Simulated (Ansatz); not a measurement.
Given:

SrZn$_{2}$:
```cif
data_Sr2Zn4
_chemical_formula_sum 'Sr2 Zn4'
_space_group_name_H-M_alt 'P 1'
_space_group_IT_number 1
_cell_length_a 5.92893
_cell_length_b 5.92893
_cell_length_c 5.92893
_cell_angle_alpha 132.756
_cell_angle_beta 98.688
_cell_angle_gamma 99.791
loop_
_space_group_symop_operation_xyz
  'x, y, z'
loop_
_atom_site_label
_atom_site_type_symbol
_atom_site_fract_x
_atom_site_fract_y
_atom_site_fract_z
_atom_site_occupancy
Sr1 Sr 0.30359 0.05359 0.25000 1
Sr2 Sr 0.69641 0.94641 0.75000 1
Zn1 Zn 0.73211 0.66281 0.06930 1
Zn2 Zn 0.26789 0.33719 0.93070 1
Zn3 Zn 0.09351 0.66281 0.43070 1
Zn4 Zn 0.90649 0.33719 0.56930 1
```

This is the r²SCAN-relaxed structure.

Task: All from DFT-r²SCAN in the program Ansatz with PAW potentials, unless another level is named. Give the formation energy from the elements (no fitted shifts).

Result: -0.25 eV/atom.

Task: Next, the density of states at the Fermi level?

Result: 0.48 states/eV per atom (mean over ±0.08 eV).

Space group Imma. The first step of the workflow began from a Materials Project structure, measured or hypothetical; the Crystallography Open Database files this formula in space group No. 74, but the cells were not matched. Whether it is the stable phase at ambient conditions was not checked. The r²SCAN relaxation kept the symmetry of its start; its stability against distortions is not shown here. The references are the lowest solids computed at this level, not always the standard phases. Scalar-relativistic: spin–orbit coupling is off unless named, which matters more the heavier the elements.

Potentials: the later of the program's two PAW sets.
